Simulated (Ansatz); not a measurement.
Chalcopyrite alloy of ZnSiP2 and MgSiP2 (11 of 16 Zn sites exchanged), 64 atoms

Ansatz, PAW, plane waves. PBEsol relaxation of cell lengths and atoms (angles held) at the single k point (¼, ¼, ¼) without its symmetry partners; single points on the relaxed atoms at the Γ point alone, onto which points of the small cell's zone fold. Arrangement: random. No spin–orbit coupling unless named.

Relaxed structure:

```cif
data_structure
_symmetry_space_group_name_H-M 'P 1'
_symmetry_Int_Tables_number 1
_cell_length_a 11.1570
_cell_length_b 11.1725
_cell_length_c 10.3172
_cell_angle_alpha 90.000
_cell_angle_beta 90.000
_cell_angle_gamma 90.001
_cell_volume 1286.05
loop_
_atom_site_label
_atom_site_type_symbol
_atom_site_fract_x
_atom_site_fract_y
_atom_site_fract_z
_atom_site_occupancy
Mg1 Mg 0.99666 0.99973 0.00116 1
Mg2 Mg 0.99913 0.50055 0.00048 1
Mg3 Mg 0.50091 0.99736 0.00134 1
Mg4 Mg 0.50153 0.49968 0.99978 1
Mg5 Mg 0.00142 0.25055 0.25208 1
Mg6 Mg 0.49846 0.24951 0.25101 1
Mg7 Mg 0.24942 0.00048 0.74853 1
Mg8 Mg 0.25038 0.49763 0.74932 1
Mg9 Mg 0.75032 0.49804 0.74866 1
Mg10 Mg 0.74907 0.24811 0.49869 1
Mg11 Mg 0.74995 0.75002 0.49990 1
Zn1 Zn 0.00194 0.74979 0.25149 1
Zn2 Zn 0.49933 0.74814 0.25150 1
Zn3 Zn 0.75005 0.00005 0.74861 1
Zn4 Zn 0.25024 0.24970 0.49858 1
Zn5 Zn 0.24966 0.74954 0.49997 1
Si1 Si 0.00347 0.99754 0.49883 1
Si2 Si 0.00713 0.50335 0.49840 1
Si3 Si 0.49597 0.99656 0.49901 1
Si4 Si 0.49537 0.50231 0.49850 1
Si5 Si 0.25041 0.99371 0.25363 1
Si6 Si 0.25072 0.50641 0.25181 1
Si7 Si 0.75021 0.99356 0.25055 1
Si8 Si 0.75070 0.50626 0.24877 1
Si9 Si 0.25012 0.24929 0.00189 1
Si10 Si 0.25044 0.75042 0.00336 1
Si11 Si 0.75054 0.24713 0.99761 1
Si12 Si 0.75087 0.75218 0.99928 1
Si13 Si 0.00005 0.24769 0.74508 1
Si14 Si 0.00039 0.75399 0.75040 1
Si15 Si 0.50056 0.24570 0.74662 1
Si16 Si 0.50050 0.75255 0.74928 1
P1 P 0.14658 0.12110 0.12732 1
P2 P 0.13803 0.63034 0.12985 1
P3 P 0.64733 0.12234 0.12688 1
P4 P 0.63890 0.63236 0.12810 1
P5 P 0.11204 0.12915 0.61624 1
P6 P 0.11149 0.63243 0.62231 1
P7 P 0.60894 0.11503 0.62700 1
P8 P 0.60312 0.62296 0.62623 1
P9 P 0.35377 0.37841 0.12536 1
P10 P 0.36217 0.86830 0.13182 1
P11 P 0.85307 0.37535 0.12459 1
P12 P 0.86179 0.86719 0.13144 1
P13 P 0.36778 0.10819 0.38055 1
P14 P 0.37403 0.61889 0.37572 1
P15 P 0.87559 0.10055 0.37389 1
P16 P 0.88325 0.61088 0.37005 1
P17 P 0.13445 0.39201 0.37983 1
P18 P 0.12493 0.88004 0.37623 1
P19 P 0.62492 0.40003 0.37482 1
P20 P 0.61681 0.88805 0.36952 1
P21 P 0.12209 0.35200 0.87590 1
P22 P 0.12564 0.85720 0.87769 1
P23 P 0.62434 0.35255 0.87285 1
P24 P 0.63123 0.86250 0.86845 1
P25 P 0.39027 0.36691 0.61733 1
P26 P 0.38744 0.86895 0.62018 1
P27 P 0.89797 0.37733 0.62105 1
P28 P 0.89088 0.88253 0.63034 1
P29 P 0.37585 0.14402 0.87675 1
P30 P 0.37639 0.64614 0.87646 1
P31 P 0.87014 0.13827 0.86634 1
P32 P 0.87482 0.64492 0.87323 1
```

Problem. What are the mean bond lengths by pair (pairs within 1.2 times the sum of covalent radii, less contacts 15 % beyond the pair's median; cation–cation pairs of compounds aside; long ionic contacts are cut short by that bound)?

Solution. Mg–P 2.517 ± 0.015 Å (standard deviation, 44 bonds); P–Si 2.252 ± 0.009 Å (standard deviation, 64 bonds); P–Zn 2.383 ± 0.004 Å (standard deviation, 20 bonds).

Problem. What gap lies between the top filled and the lowest empty level in the single points?

Solution. HSE06 1.98 eV (3.4 min on 7 threads of Neoverse-V2).
